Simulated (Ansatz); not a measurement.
MnO (rock salt)

```xyz
2
Lattice="0.0000 2.2251 2.2251 2.2251 0.0000 2.2251 2.2251 2.2251 0.0000" Properties=species:S:1:pos:R:3 pbc="T T T"
O      0.0000     0.0000     0.0000
Mn     2.2251     2.2251     2.2251
```

The slice is a {110} plane (indices of the conventional cell) through the point (0.500, 0.500, 0.500) (fractional), spanned by u = [100] and v = [1 -1 -1] in vectors of this cell: u (3.15 Å) and v (4.45 Å, at 90° to u). It covers one period; positions are fractions (u, v).

These are r2SCAN (plane waves to 500 eV, PAW, scalar-relativistic; Ansatz, an electronic-structure program) values and carry that method's errors. k mesh 13×13×13. These are valence fields of a PAW run, semicore shells included where kept as valence: close to a nucleus they are smooth pseudo fields. At this level the bands of MnO touch or barely overlap; measurements give the solid a gap. MnO is run spin-polarised and with no Hubbard U; the real compound is an antiferromagnetic insulator, a state that this run doesn't describe. MnO was relaxed with its symmetry unable to fall. Relaxed MnO ends ferromagnetic. Other magnetic orders were not checked, so this need not be the ground state.

**Question.** What is the ELF at the midpoint of the shortest O–Mn line in this plane (2.23 Å)?

**Answer.** 0.13.

**Question.** What is the valence density on the shortest O–Mn line in this plane (2.23 Å), at its midpoint?

**Answer.** 0.36 e/Å³.

**Question.** Predict the map of the ELF of the up spins on the slice.

**Answer.** 
```
|xxxxxx##++==--::..            ..::--==++##xxxx|
|xxxxxx**++==--....            ....--==++**xxxx|
|####**++==--::..                ..::--==++**##|
|**++++==--::::..                ..::::--==++++|
|======--::::....                ....::::--====|
|::::::::....                        ....::::::|
|......                                    ....|
|                                              |
|::::::::......                    ......::::::|
|******++==--::..                ..::--==++****|
|@@@@@@%%##++==::..            ..::==++##%%@@@@|
|@@@@@@@@@@##++--..            ..--++##@@@@@@@@|
|@@@@@@@@@@%%##==::            ::==##%%@@@@@@@@|
|xxxxxx@@@@@@##++::..        ..::++##@@@@@@xxxx|
|xxxxxx@@@@@@%%++::..        ..::++%%@@@@@@xxxx|
|xxxxxx@@@@@@%%**--..        ..--**%%@@@@@@xxxx|
|xxxxxx@@@@@@%%++::..        ..::++%%@@@@@@xxxx|
|xxxxxx@@@@@@##++::..        ..::++##@@@@@@xxxx|
|@@@@@@@@@@%%##==::            ::==##%%@@@@@@@@|
|@@@@@@@@@@##++--..            ..--++##@@@@@@@@|
|@@@@@@%%##++==::..            ..::==++##%%@@@@|
|******++==--::..                ..::--==++****|
|::::::::......                    ......::::::|
|                                              |
|......                                    ....|
|::::::::....                        ....::::::|
|======--::::....                ....::::--====|
|**++++==--::::..                ..::::--==++++|
|####**++==--::..                ..::--==++**##|
|xxxxxx**++==--....            ....--==++**xxxx|
|xxxxxx##++==--::..            ..::--==++##xxxx|
|xxxxxx##**==--::..            ..::--==**##xxxx|
```
Scale: ten equal steps from 0.04 (start of ' ') to 0.82 (end of '@'), in the order ' .:-=+*#%@'. Values: ELF of the up spins. The map has 23 points along u (two characters each, u = 0 at the left) and 32 along v (v = 0 in the bottom row). Points within 0.4 Å of a nucleus are blanked (x), as the pseudised field means little there.
